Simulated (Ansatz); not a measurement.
Total density of states per atom from r²SCAN in the plane-wave PAW code Ansatz, in 0.25 eV bins, energy from the valence-band maximum:

```
E (eV) | states/eV/atom
    -7.85 | ##################### 0.54
    -7.60 | ########### 0.28
    -7.35 | ############# 0.33
    -7.10 | ############## 0.36
    -6.85 | ############ 0.31
    -6.60 | ########## 0.25
    -6.35 | ######### 0.23
    -6.10 | ####### 0.18
    -5.85 | ###### 0.16
    -5.60 | ###### 0.16
    -5.35 | ###### 0.15
    -5.10 | ########### 0.28
    -4.85 | ################ 0.41
    -4.60 | ################ 0.40
    -4.35 | ################## 0.45
    -4.10 | ################### 0.48
    -3.85 | ##################### 0.53
    -3.60 | #################### 0.51
    -3.35 | ########################## 0.67
    -3.10 | ######################### 0.64
    -2.85 | ###################### 0.55
    -2.60 | ######################## 0.61
    -2.35 | ####################### 0.58
    -2.10 | ################## 0.47
    -1.85 | ################### 0.48
    -1.60 | ################# 0.44
    -1.35 | ################# 0.43
    -1.10 | ############### 0.39
    -0.85 | ######### 0.22
    -0.60 | ###### 0.15
    -0.35 | ### 0.09
    -0.10 | # 0.02
     0.15 |  0.00
     0.40 | # 0.04
     0.65 | ### 0.07
     0.90 | #### 0.10
     1.15 | ###### 0.17
     1.40 | ########## 0.26
     1.65 | ################ 0.40
     1.90 | ############### 0.40
     2.15 | ################ 0.40
     2.40 | ####################### 0.58
     2.65 | ################## 0.47
     2.90 | ######################## 0.62
     3.15 | ######################### 0.65
     3.40 | #################### 0.52
     3.65 | ########################### 0.69
     3.90 | ############################## 0.77
     4.15 | ########################## 0.67
     4.40 | ########################### 0.69
     4.65 | ####################### 0.59
     4.90 | ######################## 0.61
```

Task: Pick the material that matches.
(A) As2O3, P2_1/c (Pearson symbol mP20)
(B) BP, Pm-3n (B on 6d, P on 6c)
(C) Si6BAs, I-42m (B on 2a, Si on 8i, Si on 4d, As on 2b)
(D) SiO2, P4_32_12 (Si on 4a, O on 8b)

Result: C, Si6BAs, I-42m (B on 2a, Si on 8i, Si on 4d, As on 2b). Top 1 eV of the valence band: Si 3p 69 %, B 2p 15 %, As 4p 12 %. Bottom 1 eV of the conduction band: Si 3p 56 %, As 4s 11 %, Si 3s 10 %, As 4p 6 %, outside the projected shells 11 %. Projections are on Löwdin-orthogonalised atomic valence shells; empty p or d shells of many metals are not among them.

The start of the workflow was typed in or built on a structure type; neither database checked (COD, Materials Project) lists it. Whether it is the stable phase at ambient conditions was not checked. Symmetry was held in the r²SCAN relaxation; whether a distortion lowers the energy is not shown. Scalar-relativistic: spin–orbit coupling is off unless named, which matters more the heavier the elements.

Potentials: the earlier of the program's two PAW sets.
